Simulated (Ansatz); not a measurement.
Given:

GeSe in space group P4_2/mmc (No. 131; Ge on 2c, Se on 2e), a = b = 3.710 Å, c = 7.623 Å, α = β = γ = 90.00°.

This is the PBE-relaxed structure.

Task: All from DFT-PBE in the program Ansatz with PAW potentials, unless another level is named. Predict the electronic character.

Result: metallic (no gap).

Task: Next, the density of states at the Fermi level?

Result: 0.55 states/eV per atom (mean over ±0.08 eV).

Task: Predict the formation energy from the elements (no fitted shifts).

Result: 0.12 eV/atom.

The cell is a constructed one: a structure type filled with these elements; neither database checked (COD, Materials Project) lists it. It is not the phase usual at ambient conditions (space group No. 62). The PBE relaxation kept the symmetry of its start; whether a distortion lowers the energy is not shown. The references are the lowest solids computed at this level, not always the standard phases. Scalar-relativistic: spin–orbit coupling is off unless named, which matters more the heavier the elements.

Potentials: the later of the program's two PAW sets.
